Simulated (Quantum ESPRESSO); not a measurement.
# ZnAl2SiN4: input and log of a self-consistent run

A calculation, not a measurement. The program is pw.x of Quantum ESPRESSO 7.5 (plane-wave density functional theory). The cell is made up: 8 atoms on a wurtzite lattice, with randomly drawn elements, strain and displacements, not relaxed. PseudoDojo standard norm-conserving files (v0.5 for PBE, v0.4.1 for LDA and PBEsol) set the functional; there is no spin polarisation, spin-orbit coupling or dispersion term, and the masses in the input are unused placeholders.

Input:

```
&control calculation='scf', pseudo_dir='./dojo.nc.sr.pbe.v0_5.standard.upf', outdir='./o', disk_io='medium', tprnfor=.true., tstress=.true. /
&system ibrav=0, nat=8, ntyp=4, nbnd=31, ecutwfc=84.00895049, nosym=.true., tot_charge=0,
 occupations='smearing', smearing='fd', degauss=0.0018374661
/
&electrons conv_thr=7.350e-09, electron_maxstep=60, /
ATOMIC_SPECIES
Al 1.0 Al.upf
N 1.0 N.upf
Si 1.0 Si.upf
Zn 1.0 Zn.upf
CELL_PARAMETERS angstrom
3.1025 0.0 0.0
0.0 5.3737 0.0
0.0 0.0 5.0664
ATOMIC_POSITIONS angstrom
Zn -0.0055 -0.0331 -0.0444
Al 1.5199 2.6569 0.0059
Si 1.6759 0.9446 2.5339
Al 0.0195 3.6423 2.4853
N -0.0326 0.0023 1.8841
N 1.5179 2.7111 1.8264
N 1.5565 0.9415 4.3964
N -0.1149 3.5545 4.4319
K_POINTS automatic
6 4 4 1 1 1
```

The log is shortened where brackets say so; the opening notice, blank lines, dates and the lines on written files are dropped, and the path of the files is cut. It prints rydbergs, bohrs and kilobars, and counts compression as positive stress.

```
     Program PWSCF v.7.5
     Parallel version (MPI & OpenMP), running on       1 processor cores
     Number of MPI processes:                 1
     Threads/MPI process:                     1
     [start-up lines left out]
     bravais-lattice index     =            0
     lattice parameter (alat)  =       5.8629  a.u.
     unit-cell volume          =     570.0084 (a.u.)^3
     number of atoms/cell      =            8
     number of atomic types    =            4
     number of electrons       =        50.00
     number of Kohn-Sham states=           31
     kinetic-energy cutoff     =      84.0090  Ry
     charge density cutoff     =     336.0358  Ry
     scf convergence threshold =      7.3E-09
     mixing beta               =       0.7000
     number of iterations used =            8  plain     mixing
     Exchange-correlation= PBE
                           (   1   4   3   4   0   0   0)
     [axes and pseudopotential details left out]
   Cartesian axes
     site n.     atom                  positions (alat units)
         1        Zn     tau(   1) = (  -0.0017728  -0.0106688  -0.0143110  )
         2        Al     tau(   2) = (   0.4898952   0.8563739   0.0019017  )
         3        Si     tau(   3) = (   0.5401773   0.3044641   0.8167284  )
         4        Al     tau(   4) = (   0.0062853   1.1739887   0.8010637  )
         5        N      tau(   5) = (  -0.0105077   0.0007413   0.6072844  )
         6        N      tau(   6) = (   0.4892506   0.8738437   0.5886865  )
         7        N      tau(   7) = (   0.5016922   0.3034649   1.4170508  )
         8        N      tau(   8) = (  -0.0370346   1.1456890   1.4284932  )
     number of k points=    48  Fermi-Dirac smearing, width (Ry)=  0.0018
                       cart. coord. in units 2pi/alat
        k(    1) = (   0.0833333   0.0721686   0.0765460), wk =   0.0416667
        k(    2) = (   0.0833333   0.0721686   0.2296379), wk =   0.0416667
     [further k points left out]
     Dense  grid:    59367 G-vectors     FFT dimensions: (  36,  60,  60)
     Estimated max dynamical RAM per process >      74.42 MB
     Initial potential from superposition of free atoms
     starting charge      49.9943, renormalised to      50.0000
     Starting wfcs are   38 randomized atomic wfcs
     total cpu time spent up to now is        7.7 secs
     per-process dynamical memory:    49.6 Mb
     Self-consistent Calculation
     iteration #  1     ecut=    84.01 Ry     beta= 0.70
     Davidson diagonalization with overlap
     ethr =  1.00E-02,  avg # of iterations =  3.2
     total cpu time spent up to now is       23.2 secs
     total energy              =    -518.26717762 Ry
     estimated scf accuracy    <       2.32883532 Ry
     iteration #  2     ecut=    84.01 Ry     beta= 0.70
     Davidson diagonalization with overlap
     ethr =  4.66E-03,  avg # of iterations =  3.0
     total cpu time spent up to now is       38.1 secs
     total energy              =    -518.90934487 Ry
     estimated scf accuracy    <       2.07134270 Ry
     iteration #  3     ecut=    84.01 Ry     beta= 0.70
     Davidson diagonalization with overlap
     ethr =  4.14E-03,  avg # of iterations =  2.0
     total cpu time spent up to now is       53.3 secs
     total energy              =    -519.27501597 Ry
     estimated scf accuracy    <       0.05502499 Ry
     iteration #  4     ecut=    84.01 Ry     beta= 0.70
     Davidson diagonalization with overlap
     ethr =  1.10E-04,  avg # of iterations =  5.9
     total cpu time spent up to now is       71.2 secs
     total energy              =    -519.29545353 Ry
     estimated scf accuracy    <       0.00463554 Ry
     iteration #  5     ecut=    84.01 Ry     beta= 0.70
     Davidson diagonalization with overlap
     ethr =  9.27E-06,  avg # of iterations =  6.5
     total cpu time spent up to now is       91.2 secs
     total energy              =    -519.29610045 Ry
     estimated scf accuracy    <       0.00245639 Ry
     [iterations 6 to 7 left out]
     iteration #  8     ecut=    84.01 Ry     beta= 0.70
     Davidson diagonalization with overlap
     ethr =  2.41E-07,  avg # of iterations =  2.0
     total cpu time spent up to now is      137.6 secs
     total energy              =    -519.29628321 Ry
     estimated scf accuracy    <       0.00000353 Ry
     iteration #  9     ecut=    84.01 Ry     beta= 0.70
     Davidson diagonalization with overlap
     ethr =  7.05E-09,  avg # of iterations =  4.6
     total cpu time spent up to now is      156.8 secs
     total energy              =    -519.29628559 Ry
     estimated scf accuracy    <       0.00000325 Ry
     iteration # 10     ecut=    84.01 Ry     beta= 0.70
     Davidson diagonalization with overlap
     ethr =  6.50E-09,  avg # of iterations =  2.0
     total cpu time spent up to now is      172.8 secs
     total energy              =    -519.29628564 Ry
     estimated scf accuracy    <       0.00000061 Ry
     iteration # 11     ecut=    84.01 Ry     beta= 0.70
     Davidson diagonalization with overlap
     ethr =  1.22E-09,  avg # of iterations =  2.0
     total cpu time spent up to now is      187.6 secs
     total energy              =    -519.29628577 Ry
     estimated scf accuracy    <       0.00000001 Ry
     iteration # 12     ecut=    84.01 Ry     beta= 0.70
     Davidson diagonalization with overlap
     ethr =  2.45E-11,  avg # of iterations =  4.6
     total cpu time spent up to now is      206.1 secs
     End of self-consistent calculation
     [lines on levels left out]
!    total energy              =    -519.29628578 Ry
     estimated scf accuracy    <          7.3E-09 Ry
     smearing contrib. (-TS)   =      -0.00000000 Ry
     internal energy E=F+TS    =    -519.29628578 Ry
     The total energy is F=E-TS. E is the sum of the following terms:
     one-electron contribution =    -419.27036030 Ry
     hartree contribution      =     234.50527653 Ry
     xc contribution           =     -77.48156764 Ry
     ewald contribution        =    -257.04963438 Ry
     convergence has been achieved in  12 iterations
     Forces acting on atoms (cartesian axes, Ry/au):
     atom    1 type  4   force =     0.00849062    0.01239638   -0.02586659
     atom    2 type  1   force =    -0.03565079    0.03099378   -0.09663008
     atom    3 type  3   force =    -0.06014123    0.01748940    0.07378357
     atom    4 type  1   force =    -0.02912254   -0.05011055    0.07373308
     atom    5 type  2   force =     0.03134643    0.09978018    0.08983320
     atom    6 type  2   force =     0.03251625   -0.07580076    0.07738689
     atom    7 type  2   force =    -0.00033087    0.03170987   -0.14253521
     atom    8 type  2   force =     0.05289213   -0.06645830   -0.04970486
     Total force =     0.305669     Total SCF correction =     0.000148
     Computing stress (Cartesian axis) and pressure
          total   stress  (Ry/bohr**3)                   (kbar)     P=       25.46
   0.00007775   0.00009324  -0.00006736           11.44       13.72       -9.91
   0.00009324   0.00047090   0.00006406           13.72       69.27        9.42
  -0.00006736   0.00006406  -0.00002936           -9.91        9.42       -4.32
     init_run     :      6.94s CPU      7.61s WALL (       1 calls)
     electrons    :    185.38s CPU    198.34s WALL (       1 calls)
     forces       :      2.58s CPU      2.62s WALL (       1 calls)
     stress       :     10.35s CPU     10.41s WALL (       1 calls)
     [timing details left out]
     PWSCF        :   3m25.48s CPU   3m39.73s WALL
     JOB DONE.
```

In other units: free energy -7065.386 eV for the cell, pressure 2.55 GPa, largest force component 3.665 eV/Å. A rerun of this cell at 1437 eV and a 8 x 6 x 6 mesh moved values by no more than 0.002 eV in energy, 0.04 GPa in stress and 0.002 eV/Å in force.